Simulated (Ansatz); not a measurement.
Electronic bands of the HfN (2 1 1) slab, simulated with Ansatz.

Miller indices refer to the conventional cell of Fm-3m (No. 225), a = 4.548 Å, b = 4.548 Å, c = 4.548 Å, α = 90.00°, β = 90.00°, γ = 90.00°.

The slab has 11 planes, was cut to end in HfN at the top (+c) and HfN at the bottom, and its atoms stand where a relaxation without spin-orbit coupling left them. Listed are levels within 1.2 eV of the Fermi level, the 22 nearest at most. Weights are Löwdin projections on the datasets' atomic orbitals, as shares of the full norm: they are low for levels that spill into the vacuum or into shells that a dataset lacks. Two planes next to each face count as outer, 4 of 11 in all, so a level spread evenly over the slab has a weight near 0.36.

```yaml
crystal:
  lattice:
    - [3.21578, 0.00000, 0.00000]
    - [0.00000, 7.87701, 0.00000]
    - [0.00000, 0.00000, 24.28314]
  atoms:
    - { symbol: Hf, position: [0.50000, 0.16633, 0.31569] }
    - { symbol: N, position: [0.50000, 0.67775, 0.31793] }
    - { symbol: Hf, position: [0.00000, 0.81844, 0.34108] }
    - { symbol: N, position: [0.00000, 0.32755, 0.34752] }
    - { symbol: Hf, position: [0.50000, 0.49725, 0.38002] }
    - { symbol: N, position: [0.50000, 0.00369, 0.38527] }
    - { symbol: Hf, position: [0.00000, 0.16864, 0.42585] }
    - { symbol: N, position: [0.00000, 0.66916, 0.42240] }
    - { symbol: Hf, position: [0.50000, 0.83905, 0.45990] }
    - { symbol: N, position: [0.50000, 0.33584, 0.46315] }
    - { symbol: Hf, position: [0.00000, 0.50000, 0.50000] }
    - { symbol: N, position: [0.00000, 0.00000, 0.50000] }
    - { symbol: Hf, position: [0.50000, 0.16095, 0.54010] }
    - { symbol: N, position: [0.50000, 0.66416, 0.53685] }
    - { symbol: Hf, position: [0.00000, 0.83136, 0.57415] }
    - { symbol: N, position: [0.00000, 0.33084, 0.57760] }
    - { symbol: Hf, position: [0.50000, 0.50275, 0.61998] }
    - { symbol: N, position: [0.50000, 0.99631, 0.61473] }
    - { symbol: Hf, position: [0.00000, 0.18156, 0.65892] }
    - { symbol: N, position: [0.00000, 0.67245, 0.65248] }
    - { symbol: Hf, position: [0.50000, 0.83367, 0.68431] }
    - { symbol: N, position: [0.50000, 0.32225, 0.68207] }
```

Method: Ansatz 0.2.0, DFT PBE, scalar-relativistic, plane waves, PAW.

Plane waves to 420 eV, a k mesh through Γ of 11×5×1 on the computed 22-atom cell and Gaussian smearing (0.10 eV); no spin polarisation. A dipole correction removes the field between periodic images along c.

Launched as
```bash
ansatz run input.yaml --threads 8 --pin off --max-ram 15360MiB --backend cpu --events-out ev --progress --plain --runs-dir out
```

7.6 min on 8 threads of Arm Neoverse V1 (shared host), peak memory 8.3 GiB

Levels at X (0.500, 0.000), in eV from the Fermi level, with weights (averaged over levels within 1.5 meV, which needn't be degenerate by symmetry):
| level | outer two planes of both faces |
| --- | --- |
| -0.716 | 0.56 |
| 0.019 | 0.54 |
| 0.071 | 0.78 |
| 0.111 | 0.76 |
| 1.002 | 0.58 |
| 1.155 | 0.54 |

Levels at Γ (0.000, 0.000), in eV from the Fermi level, with weights (averaged over levels within 1.5 meV, which needn't be degenerate by symmetry):
```
 level  outer two planes of both faces
-1.082                            0.76
-0.738                            0.78
-0.447                            0.38
-0.150                            0.06
 0.261                            0.54
 0.396                            0.32
 0.451                            0.18
 0.465                            0.52
 0.870                            0.40
```

Levels at Y (0.000, 0.500), in eV from the Fermi level, with weights (averaged over levels within 1.5 meV, which needn't be degenerate by symmetry):
```
 level  outer two planes of both faces
-1.014                            0.78
-0.969                            0.80
-0.907                            0.26
-0.473                            0.30
 0.304                            0.70
 0.371                            0.66
 0.757                            0.16
 0.780                            0.42
 0.894                            0.36
 1.187                            0.22
```

Levels at S (0.500, 0.500), in eV from the Fermi level, with weights (averaged over levels within 1.5 meV, which needn't be degenerate by symmetry):
| level | outer two planes of both faces |
| --- | --- |
| -0.721 | 0.46 |
| -0.278 | 0.44 |
| -0.188 | 0.32 |
| 0.118 | 0.72 |
| 0.310 | 0.38 |
| 0.516 | 0.74 |
| 1.151 | 0.54 |

Bands cross the Fermi level. 10 of the listed levels have a weight of 0.6 or more on the outer planes; the nearest to the Fermi level is at 0.07 eV at X. The work function of the top face is 3.93 eV. In a slab this thin the states of the two faces can couple and split. Spin-orbit coupling is left out, which matters for the bands of heavy elements. Spin polarisation was left out, and a magnetic state may lie lower.
